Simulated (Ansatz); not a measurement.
CuCl (CsCl type, Pm-3m) at seven volumes, PBE in the plane-wave PAW code Ansatz, scaled uniformly. One row is withheld.

```csv
V (Å³/atom),P (GPa)
14.921,?
15.413,4.22
15.905,1.92
16.397,-0.01
16.889,-1.61
17.381,-2.95
17.873,-4.05
```

Problem. Fit the shown pressures and predict the withheld one.

Solution. P = (3/2)B₀(x^(7/2) − x^(5/2))[1 + (3/4)(B′ − 4)(x − 1)] with x = (V₀/V)^(2/3). Least squares on the six rows gives V₀ = 16.395 Å³/atom, B₀ = 58.5 GPa, B′ = 5.08. At V = 14.921, x = 1.0648 and P = 7.00 GPa. The run itself gave 6.98 GPa.

The start of the workflow was typed in or built on a structure type; neither database checked (COD, Materials Project) lists it. It is not the phase usual at ambient conditions (space group No. 216). The PBE relaxation kept the symmetry of its start; whether a distortion lowers the energy is not shown. The workflow began spin-polarised and lost its moments.

Potentials: the later of the program's two PAW sets.
